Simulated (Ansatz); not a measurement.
## BIr, first-principles data

BIr:
```xyz
2
Lattice="2.7227 0.0000 0.0000 0.0000 2.7227 0.0000 0.0000 0.0000 2.7227" Properties=species:S:1:pos:R:3 pbc="T T T"
Ir     0.0000     0.0000     0.0000
B      1.3614     1.3614     1.3614
```

Space group Pm-3m (No. 221), CsCl type; conventional cell a = 2.7227 Å, b = 2.7227 Å, c = 2.7227 Å, α = 90.00°, β = 90.00°, γ = 90.00°.

Method: r²SCAN (plane waves, PAW; program Ansatz). The cell and atoms are relaxed at this level. Other levels are named where they apply.

Cell and energy:

```
Property                                                     Result
-----------------------------------------------------  ------------
Volume per atom                                            10.09 Å³
Density                                                 16.70 g/cm³
Formation energy from the elements (no fitted shifts)  0.18 eV/atom
```

Electronic structure:

```
Quantity                                                                    Result
------------------------------------  --------------------------------------------
Electronic character                                             metallic (no gap)
Density of states at the Fermi level  0.13 states/eV per atom (mean over ±0.08 eV)
Gap with spin–orbit coupling                                       none (metallic)
```

Mechanics:

```
Item                                                                    Value
-------------------------------------  --------------------------------------
Bulk modulus (Birch–Murnaghan fit)                                    362 GPa
Pressure derivative B′                                                    4.6
Elastic constants (relaxed ions, GPa)       C11 = 776, C12 = 155, C44 = -28.5
Mechanical stability                   unstable (C has a negative eigenvalue)
```

Charges:

```
Property                    Result
-------------  -------------------
Bader charges  Ir -0.27, B +0.27 e
```

A made-up cell: these elements were put on the sites of a structure type; neither database checked (COD, Materials Project) lists it. Its standing as an ambient phase is unchecked. Symmetry was held in the r²SCAN relaxation. No spin polarisation was allowed. As this level gives no gap, shear constants depend on the k-mesh and smearing (Fermi–Dirac, 0.1 eV here). The references are the lowest solids computed at this level, not always the standard phases. Spin–orbit coupling is left out wherever it is not named.

Potentials: the earlier of the program's two PAW sets.
